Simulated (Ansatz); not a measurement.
Values for one crystal, relaxed and computed with r²SCAN+D4 in the plane-wave PAW code Ansatz; other levels are named.

| Property | Value |
|---|---|
| Volume per atom | 17.98 Å³ |
| Electronic character | metallic (no gap) |
| Elastic constants (relaxed ions, GPa) | C11 = 278, C12 = 167, C44 = 75.3 |
| Hill bulk and shear moduli | 204 and 66.5 GPa |
| Bulk modulus (Birch–Murnaghan fit) | 204 GPa |
| Mechanical stability | stable (all eigenvalues of C positive) |
| Debye temperature from the elastic constants | 255 K |

Task: Which compound is it?
(A) Ta, bcc (W type)
(B) Mg, hcp (Mg type)
(C) Cu, fcc (Cu type)
(D) Ca, fcc (Cu type)

Result: A, Ta, bcc (W type)

Space group Im-3m (bcc (W type)). Symmetry was held in the r²SCAN+D4 relaxation. The run is not spin-polarised. The pairwise dispersion correction was not fitted to metals. As this level gives no gap, shear constants depend on the k-mesh and smearing (Fermi–Dirac, 0.1 eV here). Scalar-relativistic: spin–orbit coupling is off unless named, which matters more the heavier the elements.

Potentials: the later of the program's two PAW sets.
